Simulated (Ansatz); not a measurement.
Input:

Nb3Au:
```
CELL_PARAMETERS angstrom
      1.74032    -2.19076     0.00000
      1.74032     2.19076     0.00000
      0.00000     0.00000     9.29545
ATOMIC_POSITIONS crystal
  Nb 0.50000 0.50000 0.75186
  Nb 0.50000 0.50000 0.24814
  Nb 0.00000 0.00000 0.50000
  Au 0.00000 0.00000 0.00000
```

This is the r²SCAN-relaxed structure.

Task: All from r²SCAN in the plane-wave PAW code Ansatz, unless another level is named. Estimate the formation energy from the elements (no fitted shifts).

Result: -0.11 eV/atom.

Task: Predict the density of states at the Fermi level.

Result: 0.74 states/eV per atom (mean over ±0.08 eV).

Space group Cmmm. The workflow started from a Materials Project entry (that database holds measured and hypothetical structures alike); the Crystallography Open Database copy checked does not list it. COD files the formula under space group No. 223. With Nb and Au taken as one species the cell has the higher symmetry I4/mmm, so it may be an ordered model of a mixed-site phase. Whether it is the stable phase at ambient conditions was not checked. Symmetry was held in the r²SCAN relaxation; its stability against distortions is not shown here. No spin polarisation was allowed. The references are the lowest solids computed at this level, not always the standard phases. Scalar-relativistic: spin–orbit coupling is off unless named, which matters more the heavier the elements.

Potentials: the later of the program's two PAW sets.
